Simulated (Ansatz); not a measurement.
Relaxed candidate structures of As:

A. Pm-3n (No. 223), cP8; a = 5.3956 Å, b = 5.3956 Å, c = 5.3956 Å, α = 90.00°, β = 90.00°, γ = 90.00°; As 6c (0.000, 0.500, 0.250); As 2a (0.000, 0.000, 0.000)

B. Pmmn, origin choice 1 (No. 59), oP4; a = 3.8111 Å, b = 5.8438 Å, c = 4.2271 Å, α = β = γ = 90.00°; As 4e (0.000, 0.285, 0.195)

C. Pmma (No. 51), oP2; a = 3.704 Å, b = 2.846 Å, c = 4.327 Å, α = 90.00°, β = 90.00°, γ = 90.00°; As 2e (0.250, 0.000, 0.307)

D. R-3m, hexagonal axes (No. 166), hR2, AFLOW prototype A_hR2_166_c (A7, as in As); a = 3.8094 Å, b = 3.8094 Å, c = 10.8584 Å, α = 90.00°, β = 90.00°, γ = 120.00°; As 6c (0.000, 0.000, 0.226)

E. P6₃/mmc (No. 194), hP4; a = b = 4.616 Å, c = 5.840 Å, α = β = 90.00°, γ = 120.00°; As 4f (0.333, 0.667, 0.037)

F. P4/nmm, origin choice 1 (No. 129), tP4; a = b = 4.658 Å, c = 4.328 Å, α = β = γ = 90.00°; As 2a (0.000, 0.000, 0.000); As 2c (0.000, 0.500, 0.283)

Task: Put the candidates in order of energy per atom, lowest first, for PBE (plane waves to 420 eV, PAW, scalar-relativistic; Ansatz, a quantum-chemistry and plane-wave program).

Result: D (reference, the lowest among the structures calculated here), B (+0.03 eV/atom), C (+0.09 eV/atom), E (+0.16 eV/atom), F (+0.26 eV/atom), A (+0.60 eV/atom)

Probably no minimum, since a slightly shaken restart fell lower: P6₃/mmc, hP4 (by 0.12 eV/atom, to Pmmn). 1 run with a doubtful electronic state, a coarser numerical grid, an end not at rest or a source that can't be used is left out. 4 generated cells of layers, chains or molecules, poorly bound without dispersion, are left out. Each run could gain symmetry but not lose that of its start, so entries can be saddle points. From databases, or of a type measured for this composition: R-3m, hR2, AFLOW prototype A_hR2_166_c (A7, as in As); the others are generated cells (placed on structure types, drawn at random, substituted or restacked) that were not matched to a known phase here. Energies are at zero temperature and pressure, without zero-point motion. Each cell has its own k-point mesh; energy differences are given only to the digits this allows. No spin polarisation in the result.
